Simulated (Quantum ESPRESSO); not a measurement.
## Ir5AgRuV (input and log of a self-consistent run)

Simulated, not a measurement. The program is pw.x of Quantum ESPRESSO 7.5 (plane-wave density functional theory). The cell is made up: eight metal atoms on a hexagonal close-packed lattice, with elements, volume, strain and displacements drawn at random and not relaxed, so it may be unstable or far from any real phase. PseudoDojo standard norm-conserving files set the functional (PBE unless stated); there is no spin polarisation or spin-orbit coupling, the Fermi-Dirac width of 0.25 eV means electrons at about 2900 K, and the masses in the input are unused placeholders. Heavy elements are run without spin-orbit coupling, which real alloys of them have. A spin test at this wide smearing found no moment, but such smearing suppresses magnetism that the real alloy may have.

Input:

```
&control calculation='scf', pseudo_dir='./dojo.nc.sr.pbe.v0_5.standard.upf', outdir='./o', disk_io='minimal', tprnfor=.true., tstress=.true. /
&system ibrav=0, nat=8, ntyp=4, nbnd=84, ecutwfc=84.00895049, nosym=.true., tot_charge=0,
 occupations='smearing', smearing='fd', degauss=0.0183746611
/
&electrons conv_thr=1.470e-08, electron_maxstep=70, mixing_beta=0.5 /
ATOMIC_SPECIES
Ag 1.0 Ag.upf
Ir 1.0 Ir.upf
Ru 1.0 Ru.upf
V 1.0 V.upf
CELL_PARAMETERS angstrom
2.8526 0.0195 -0.0139
1.4314 -2.428 -4.4973
1.4986 7.3375 -4.5053
ATOMIC_POSITIONS angstrom
Ir 0.075 -0.0156 -0.0475
Ir 1.44 2.4951 -4.6835
Ag 1.4705 -0.7189 -2.344
Ir 2.9128 1.6253 -6.7264
Ir 2.9241 4.8017 -4.4289
Ru 2.717 0.0626 -4.6048
Ir 2.9917 1.6563 -2.3958
V 4.3964 4.1337 -6.6431
K_POINTS automatic
9 5 3 1 1 1
```

The log is shortened where brackets say so; the opening notice, blank lines, dates and the lines on written files are dropped, and the path of the files is cut. It prints rydbergs, bohrs and kilobars, and counts compression as positive stress. Its total energy is the free energy E - TS of the whole cell.

```
     Program PWSCF v.7.5
     Parallel version (MPI & OpenMP), running on       4 processor cores
     Number of MPI processes:                 4
     Threads/MPI process:                     1
     [start-up lines left out]
     bravais-lattice index     =            0
     lattice parameter (alat)  =       5.3908  a.u.
     unit-cell volume          =     844.4512 (a.u.)^3
     number of atoms/cell      =            8
     number of atomic types    =            4
     number of electrons       =       133.00
     number of Kohn-Sham states=           84
     kinetic-energy cutoff     =      84.0090  Ry
     charge density cutoff     =     336.0358  Ry
     scf convergence threshold =      1.5E-08
     mixing beta               =       0.5000
     number of iterations used =            8  plain     mixing
     Exchange-correlation= PBE
                           (   1   4   3   4   0   0   0)
     [axes and pseudopotential details left out]
   Cartesian axes
     site n.     atom                  positions (alat units)
         1        Ir     tau(   1) = (   0.0262909  -0.0054685  -0.0166509  )
         2        Ir     tau(   2) = (   0.5047848   0.8746449  -1.6417777  )
         3        Ag     tau(   3) = (   0.5154765  -0.2520068  -0.8216776  )
         4        Ir     tau(   4) = (   1.0210676   0.5697408  -2.3579061  )
         5        Ir     tau(   5) = (   1.0250287   1.6832121  -1.5525289  )
         6        Ru     tau(   6) = (   0.9524309   0.0219441  -1.6141898  )
         7        Ir     tau(   7) = (   1.0487256   0.5806077  -0.8398358  )
         8        V      tau(   8) = (   1.5411362   1.4490480  -2.3287057  )
     number of k points=    68  Fermi-Dirac smearing, width (Ry)=  0.0184
                       cart. coord. in units 2pi/alat
        k(    1) = (   0.0551536   0.0190491  -0.0561614), wk =   0.0296296
        k(    2) = (   0.0569994  -0.1756238   0.0495261), wk =   0.0296296
     [further k points left out]
     Dense  grid:    87817 G-vectors     FFT dimensions: (  32,  60, 100)
     Estimated max dynamical RAM per process >     418.90 MB
     Estimated total dynamical RAM >       1.57 GB
     Initial potential from superposition of free atoms
     starting charge     132.9969, renormalised to     133.0000
     Starting wfcs are   80 randomized atomic wfcs +    4 random wfcs
     total cpu time spent up to now is        5.7 secs
     per-process dynamical memory:   344.1 Mb
     Self-consistent Calculation
     iteration #  1     ecut=    84.01 Ry     beta= 0.50
     Davidson diagonalization with overlap
     ethr =  1.00E-02,  avg # of iterations =  3.0
     total cpu time spent up to now is       21.9 secs
     total energy              =   -1808.08509328 Ry
     estimated scf accuracy    <       5.05468138 Ry
     iteration #  2     ecut=    84.01 Ry     beta= 0.50
     Davidson diagonalization with overlap
     ethr =  3.80E-03,  avg # of iterations =  4.0
     total cpu time spent up to now is       40.7 secs
     total energy              =   -1804.69726114 Ry
     estimated scf accuracy    <     135.65227509 Ry
     iteration #  3     ecut=    84.01 Ry     beta= 0.50
     Davidson diagonalization with overlap
     ethr =  3.80E-03,  avg # of iterations =  5.4
     total cpu time spent up to now is       60.3 secs
     total energy              =   -1810.36679111 Ry
     estimated scf accuracy    <      16.04404711 Ry
     iteration #  4     ecut=    84.01 Ry     beta= 0.50
     Davidson diagonalization with overlap
     ethr =  3.80E-03,  avg # of iterations =  2.0
     total cpu time spent up to now is       73.9 secs
     total energy              =   -1811.28485170 Ry
     estimated scf accuracy    <       4.17680490 Ry
     iteration #  5     ecut=    84.01 Ry     beta= 0.50
     Davidson diagonalization with overlap
     ethr =  3.14E-03,  avg # of iterations =  1.1
     total cpu time spent up to now is       86.6 secs
     total energy              =   -1811.32167481 Ry
     estimated scf accuracy    <       0.83025391 Ry
     [iterations 6 to 15 left out]
     iteration # 16     ecut=    84.01 Ry     beta= 0.50
     Davidson diagonalization with overlap
     ethr =  1.83E-08,  avg # of iterations =  1.1
     total cpu time spent up to now is      226.3 secs
     total energy              =   -1811.38758439 Ry
     estimated scf accuracy    <       0.00000088 Ry
     iteration # 17     ecut=    84.01 Ry     beta= 0.50
     Davidson diagonalization with overlap
     ethr =  6.64E-10,  avg # of iterations =  3.6
     total cpu time spent up to now is      240.2 secs
     total energy              =   -1811.38758452 Ry
     estimated scf accuracy    <       0.00000015 Ry
     iteration # 18     ecut=    84.01 Ry     beta= 0.50
     Davidson diagonalization with overlap
     ethr =  1.11E-10,  avg # of iterations =  2.2
     total cpu time spent up to now is      252.9 secs
     total energy              =   -1811.38758449 Ry
     estimated scf accuracy    <       0.00000138 Ry
     iteration # 19     ecut=    84.01 Ry     beta= 0.50
     Davidson diagonalization with overlap
     ethr =  1.11E-10,  avg # of iterations =  1.9
     total cpu time spent up to now is      264.6 secs
     total energy              =   -1811.38758455 Ry
     estimated scf accuracy    <       0.00000010 Ry
     iteration # 20     ecut=    84.01 Ry     beta= 0.50
     Davidson diagonalization with overlap
     ethr =  7.89E-11,  avg # of iterations =  1.0
     total cpu time spent up to now is      275.6 secs
     End of self-consistent calculation
     [lines on levels left out]
!    total energy              =   -1811.38758456 Ry
     estimated scf accuracy    <          2.5E-09 Ry
     smearing contrib. (-TS)   =      -0.14009439 Ry
     internal energy E=F+TS    =   -1811.24749016 Ry
     The total energy is F=E-TS. E is the sum of the following terms:
     one-electron contribution =    -440.83339860 Ry
     hartree contribution      =     300.87169135 Ry
     xc contribution           =    -321.31218269 Ry
     ewald contribution        =   -1349.97360022 Ry
     convergence has been achieved in  20 iterations
     Forces acting on atoms (cartesian axes, Ry/au):
     atom    1 type  2   force =    -0.00935928   -0.00387632    0.04824956
     atom    2 type  2   force =     0.02015271   -0.02134627    0.04983510
     atom    3 type  1   force =    -0.00261011   -0.03847047    0.01333996
     atom    4 type  2   force =    -0.00371124    0.00449301   -0.02198162
     atom    5 type  2   force =    -0.00863070    0.06445003   -0.02155157
     atom    6 type  3   force =     0.04958104   -0.02853924   -0.03098180
     atom    7 type  2   force =    -0.04241843    0.04535161    0.01128968
     atom    8 type  4   force =    -0.00300398   -0.02206234   -0.04819931
     Total force =     0.153902     Total SCF correction =     0.000251
     Computing stress (Cartesian axis) and pressure
          total   stress  (Ry/bohr**3)                   (kbar)     P=     -122.62
  -0.00105607  -0.00007888   0.00006523         -155.35      -11.60        9.59
  -0.00007888  -0.00082786  -0.00004220          -11.60     -121.78       -6.21
   0.00006523  -0.00004220  -0.00061683            9.59       -6.21      -90.74
     init_run     :      5.20s CPU      5.41s WALL (       1 calls)
     electrons    :    264.99s CPU    269.92s WALL (       1 calls)
     forces       :      2.32s CPU      2.32s WALL (       1 calls)
     stress       :      8.06s CPU      8.07s WALL (       1 calls)
     [timing details left out]
     PWSCF        :   4m40.87s CPU   4m46.06s WALL
     JOB DONE.
```

In other units: free energy -24645.184 eV for the cell, pressure -12.26 GPa, largest force component 1.657 eV/Å in size. The run took 288 s of wall time with four MPI processes on a shared machine (AMD EPYC, Zen 5, virtual cores), so the time is rough. A rerun of this cell at a higher cutoff and on a denser mesh moved values by no more than 0.006 eV in energy, 0.10 GPa in stress and 0.007 eV/Å in force, and a second program with other atomic files agreed on that cell to 2 % rms in force and 0.5 GPa in pressure.